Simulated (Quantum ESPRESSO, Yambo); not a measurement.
At a photon energy of 9.62 eV, RPA with local fields on LDA bands shifted by a G0W0 scissor of 2.81 eV (Quantum ESPRESSO and Yambo; 10×10×10 mesh, 49 bands, 4 Ry local-field block, 0.2 eV broadening) gives ε = 3.2 + 2.81i for KBr (rock salt, space group Fm-3m, No. 225), field along x.

Question: Work out n, κ, the normal-incidence reflectivity, the absorption coefficient and the penetration depth.

Answer: 
|ε| = 4.26; n = √((|ε| + ε1)/2) = 1.93, κ = √((|ε| − ε1)/2) = 0.73. R = ((n − 1)² + κ²)/((n + 1)² + κ²) = 0.15. α = 2Eκ/(ħc) with ħc = 197.327 eV nm: 0.0709 per nm = 7.1 × 10⁵ per cm, a 1/e depth of 14 nm. The computed direct gap is 7.13 eV, and the energy scale of the real crystal may differ from it. Excitonic effects are left out, and values at one energy depend on mesh and broadening. The scissor comes from a G0W0 run whose convergence isn't established. Convergence of the RPA response with its 10×10×10 mesh was not tested.

Spin-orbit coupling is not included.

Geometry relaxed with LDA; primitive cell a = b = c = 4.5048 Å, α = β = γ = 60.00°.
